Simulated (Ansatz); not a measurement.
Relaxed candidate structures of K$_{2}$H$_{4}$Pt:

A. P4₂/mnm (No. 136), tP14; a = b = 5.5821 Å, c = 8.1092 Å, α = β = γ = 90.00°; K 4d (0.000, 0.500, 0.250); H 4f (0.209, 0.209, 0.000); H 4e (0.000, 0.000, 0.203); Pt 2a (0.000, 0.000, 0.000)

B. F-43m (No. 216), cF28; a = 7.6984 Å, b = 7.6984 Å, c = 7.6984 Å, α = 90.00°, β = 90.00°, γ = 90.00°; H 16e (0.125, 0.125, 0.125); K 4b (0.500, 0.500, 0.500); K 4d (0.750, 0.750, 0.750); Pt 4a (0.000, 0.000, 0.000)

C. Pmm2 (No. 25), oP7; a = 4.9983 Å, b = 6.5785 Å, c = 4.5018 Å, α = 90.00°, β = 90.00°, γ = 90.00°; close to Pmmm at 0.1 Å; H 4i (0.232, 0.324, 0.633); K 1c (0.500, 0.000, 0.631); K 1d (0.500, 0.500, 0.133); Pt 1b (0.000, 0.500, 0.633)

Question: Rank these by energy per atom (lowest first), as r2SCAN (plane waves to 500 eV, PAW, scalar-relativistic; Ansatz, an electronic-structure program) gives it.

Answer: A (reference, the lowest among the structures calculated here), C (+0.157 eV/atom), B (+0.51 eV/atom)

Question: Which candidates are metallic at this level, and what gaps do the others have?

Answer: No gap: B. A: 3.70 eV (no spin-orbit coupling); C: 1.96 eV (no spin-orbit coupling).

 1 generated cell of layers, chains or molecules, poorly bound without dispersion, is left out. Each run could gain symmetry but not lose that of its start, so entries can be saddle points. From databases, or of a type measured for this composition: P4₂/mnm, tP14; the others are generated cells (placed on structure types, drawn at random, substituted or restacked) that were not matched to a known phase here. Static energies at zero pressure. The runs use different k-meshes, so differences are rounded accordingly. No spin polarisation in the result. A magnetic state may lie lower. Spin-orbit coupling is missing; with elements this heavy it can move band edges by tenths of an eV or more. Gaps of cells over 8 atoms come from the SCF mesh and high-symmetry points alone.
